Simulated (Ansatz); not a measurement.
## How far is PAW off for PtPb?

```
Pt Pb
1.0
     4.19256    0.00000    0.00000
    -2.09628    3.63086    0.00000
     0.00000    0.00000    5.38226
Pt Pb
2 2
Direct
  0.33333 0.66667 0.25000
  0.66667 0.33333 0.75000
  0.00000 0.00000 0.00000
  0.00000 0.00000 0.50000
```

Atom numbers follow the list: Pt1, Pt2, Pb3, Pb4.

The cell comes from COD entry 1522617, which wasn't checked; take it as a given geometry. It is an old determination, and later ones may differ. The listed cell was then made from it by scaling, straining or moving an atom.

Spin–orbit coupling is left out, though it moves levels of the heavy atoms by tenths of an eV or more.

All numbers are computed: DFT, LDA, PAW with Ansatz's default frozen-core files, scalar-relativistic (Ansatz 0.2.0); DFT, LDA, all-electron PAW with datasets made for the crystal, scalar-relativistic (Ansatz 0.2.0); DFT, LDA, all-electron LAPW, scalar-relativistic (Ansatz 0.2.0).

For PAW: a Γ-centred 10×10×7 k mesh, Fermi–Dirac smearing of 0.05 eV, cutoff 420 eV, no spin polarisation; the PAW files were made with PBE, and the program remakes their frozen cores for this functional. The crystal-made all-electron datasets (AE datasets) take a cutoff of 280 eV at this cell. LAPW targets a basis error of 0.5 meV/atom. The Ansatz runs share mesh, smearing and spin set-up. Plane-wave (PAW) pressures include the program's estimate of the Pulay term.

Stress and pressure are positive in compression.

The change that made this cell: volume scaled by 0.96.

No spin–orbit coupling: at heavy atoms the gradients can be off by tens of per cent for that reason.

In a metal, gradients converge slowly with the k mesh: the values move by tens of per cent from one mesh to another, at times in sign, so only the comparison on one mesh counts.

```
                                               quantity    PAW  AE datasets   LAPW
                                         pressure (GPa)  12.56        12.56  12.56
                                        stress xx (GPa)   2.84         2.86   2.86
                                        stress zz (GPa)  32.01        31.95  31.95
largest principal field gradient Vzz at Pt1 (10²¹ V/m²)   1.82         1.85      –
largest principal field gradient Vzz at Pb3 (10²¹ V/m²)   8.51         9.21      –
```

PAW's pressure differs from the LAPW value by about 0.01 GPa or less.
